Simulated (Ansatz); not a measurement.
# Calculated electric field gradients for Bi₂Se₃ under strain

The cell is an entry of the Crystallography Open Database (COD), relaxed with PBE at fixed cell and then changed (z stretched by 2 %, ions relaxed).

```yaml
crystal:
  lattice:
    - [1.96496, 1.13447, 9.32552]
    - [-1.96496, 1.13447, 9.32552]
    - [0.00000, -2.26894, 9.32552]
  atoms:
    - { symbol: Bi, position: [0.59764, 0.59764, 0.59764] }
    - { symbol: Bi, position: [0.40236, 0.40236, 0.40236] }
    - { symbol: Se, position: [0.79454, 0.79454, 0.79454] }
    - { symbol: Se, position: [0.20546, 0.20546, 0.20546] }
    - { symbol: Se, position: [0.00000, 0.00000, 0.00000] }
```

Sites (sets of like atoms) are named by element and the number of their first atom in this list.

All values are calculated (Ansatz; DFT, PBE, plane waves and PAW, scalar-relativistic, 420 eV cutoff, Γ-centred 14×14×14 k-points, Fermi–Dirac smearing 0.05 eV), not measured.

Conventions: |V_zz| ≥ |V_yy| ≥ |V_xx|, η = (V_xx − V_yy)/V_zz, C_Q = eQV_zz/h. Directions are in the Cartesian axes of the cell vectors above, for the atom listed; none is given where the gradient is under 0.02 or η is above 0.95.

**Question.** Give the quadrupolar parameters of the distinct sites.

**Answer.** 

| site | first atom | first shell | V_zz (10²¹ V/m²) | η | direction of V_zz (x, y, z) |
| --- | --- | --- | --- | --- | --- |
| Bi | 1 | 6 Se at 2.80–2.98 Å | 2.79 | 0.00 | 0.00 0.00 1.00 |
| Se3 | 3 | 3 Bi at 2.80 Å | 4.65 | 0.00 | 0.00 0.00 1.00 |
| Se5 | 5 | 6 Bi at 2.98 Å | 10.41 | 0.00 | 0.00 0.00 1.00 |

An axis of threefold or higher order runs through Bi, Se3 and Se5, so V_zz lies along it and η is zero.

The run finds no gap above 0.1 eV (a metal, or nearly one), so the gradients can move by 10 % or more with the k-mesh. Spin–orbit coupling is left out, which shifts gradients on Bi by a few per cent in wide-gap crystals, and can shift them far more where the calculated gap is small or absent, as here. Semilocal functionals make gaps too small and can close them, so the real compound need not be a metal. At this changed cell the PBE pressure is 10 GPa.

The relaxation (4 steps) took 2.8 min of wall time (2.8 min of CPU time) and 1.6 GiB at its peak, on 1 thread of Intel Xeon 6975P-C (Granite Rapids) (x86_64; 16 cores open to the job, memory cap 3.0 GiB, no GPU), a shared host with a load of 0.4 a core.
